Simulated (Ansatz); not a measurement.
Relaxation of a generated cell, Nb built in the omega structure type; 3 atoms in the cell, which starts as P6/mmm (No. 191), hP3; a = 4.662 Å, b = 4.662 Å, c = 2.835 Å, α = 90.00°, β = 90.00°, γ = 120.00°. All values below come from PBE (plane waves to 420 eV, PAW, scalar-relativistic; Ansatz, a quantum-chemistry and plane-wave program). Γ-centred k-mesh 8×8×11 on the run's cell (coarser than for final values), Fermi–Dirac smearing 0.05 eV. This is the first round of the run. 

The optimiser's lines from the output (shortened; P is positive under compression):

```
relax step   1: F+E_penalty+E_count = -13656.03509655 eV  Δ(F+E_penalty+E_count) = +0.000e0 eV  max|allowed force component| = 1.234e-17 eV/Å  Δτ_max = 0.0000 Å  P = +6.989 GPa  Ω = 53.366 Å³  (7 SCF iters, dr2 threshold 1.00e-7 eV, accepted)
relax step   2: F+E_penalty+E_count = -13656.32522880 eV  Δ(F+E_penalty+E_count) = -2.901e-1 eV  max|allowed force component| = 1.480e-16 eV/Å  Δτ_max = 0.0000 Å  P = -3.670 GPa  Ω = 56.676 Å³  (6 SCF iters, dr2 threshold 3.00e-7 eV, accepted)
relax step   3: F+E_penalty+E_count = -13656.34684316 eV  Δ(F+E_penalty+E_count) = -2.161e-2 eV  max|allowed force component| = 7.401e-17 eV/Å  Δτ_max = 0.0000 Å  P = -1.194 GPa  Ω = 55.816 Å³  (6 SCF iters, dr2 threshold 3.00e-7 eV, accepted)
relax step   4: F+E_penalty+E_count = -13656.34850419 eV  Δ(F+E_penalty+E_count) = -1.661e-3 eV  max|allowed force component| = 2.159e-16 eV/Å  Δτ_max = 0.0000 Å  P = -0.001 GPa  Ω = 55.412 Å³  (6 SCF iters, dr2 threshold 3.00e-7 eV, accepted)
relax step   5: F+E_penalty+E_count = -13656.34852389 eV  Δ(F+E_penalty+E_count) = -1.969e-5 eV  max|allowed force component| = 1.480e-16 eV/Å  Δτ_max = 0.0000 Å  P = +0.001 GPa  Ω = 55.408 Å³  (6 SCF iters, dr2 threshold 4.48e-8 eV, accepted)
relax step   6: F+E_penalty+E_count = -13656.34898314 eV  Δ(F+E_penalty+E_count) = -4.593e-4 eV  max|allowed force component| = 1.480e-16 eV/Å  Δτ_max = 0.0000 Å  P = +0.002 GPa  Ω = 55.408 Å³  stress off target by 7.83e-3 GPa  SCF on the basis re-selected at this cell (its energy is not comparable with the rows above)  (6 SCF iters)
```

From the first to the last row the energy changes by -0.10 eV/atom and the volume by +3.8 %. The last row is marked as not comparable with the walk above it, whose basis was carried along; it does compare with step 1, since both stand on a basis selected at the nominal cutoff for their own cell.

Later rounds, restarted from the end of this one on a renewed k-mesh, logged 9 more steps and released under 0.01 eV/atom more. The final structure after all rounds: P6/mmm (No. 191), hP3; a = b = 4.886 Å, c = 2.682 Å, α = β = 90.00°, γ = 120.00°. Between re-selections the logged energies stand on a plane-wave basis carried along with the cell. No spin polarisation in the result.

The run could not lose the symmetry of its start, so the end can be a saddle point.

All atoms sit on sites fixed by symmetry, so only the cell could relax.

The relaxed structure here is a generated cell of Nb: the first start was made by placing the elements on the sites of a structure type, and the end was not matched to a known phase here, so it may be hypothetical. Known forms of Nb include space group No. 229.
